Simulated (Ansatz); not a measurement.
Structures of Ta2O5: which is lowest?

Plane-wave DFT in Ansatz with scalar-relativistic PAW potentials, cutoff 500 eV, Γ-centred meshes chosen by cell and gap, Gaussian smearing with energies taken to zero width. Every cell was relaxed (cell and atoms) in a run of its own, within the symmetry of its start. Functional: r2SCAN.

Relaxed structures (starts from databases or built by putting these elements on another compound's sites):
A. Pmmm, 7 atoms in the computed cell, a = 3.666 Å, b = 3.857 Å, c = 6.456 Å; sites (symmetry × multiplicity) Ta mmm × 1 + mmm × 1, O mm2 × 2 + mmm × 1 + mmm × 1 + mmm × 1; start: database
B. I4/mmm, 7 atoms in the computed cell, a = 5.247 Å, c = 9.551 Å; sites (symmetry × multiplicity) Ta 4mm × 4, O ..2/m × 8 + 4/mmm × 2; start: database

Task: Rank them by energy. Could pressure change the order?

Result:
| structure | group | E − E(lowest) (meV/atom) | V (Å³/atom) | gap on mesh (eV) |
| --- | --- | --- | --- | --- |
| B | I4/mmm | 0.0 | 18.78 | 2.15 |
| A | Pmmm | 163 | 13.04 | 0.64 |

B is lowest, 163 meV/atom under A. A is denser by 5.74 Å³/atom, so pressure favours it: ΔE/ΔV, with ΔE in eV and 1 eV/Å³ = 160.2 GPa, gives about 4.5 GPa for equal enthalpy if both cells were rigid, a rough figure since the two compress differently. Other structures may lie lower than all of these, and vibrations aren't counted.

Spin-orbit coupling is left out, which matters for the bands of heavy elements.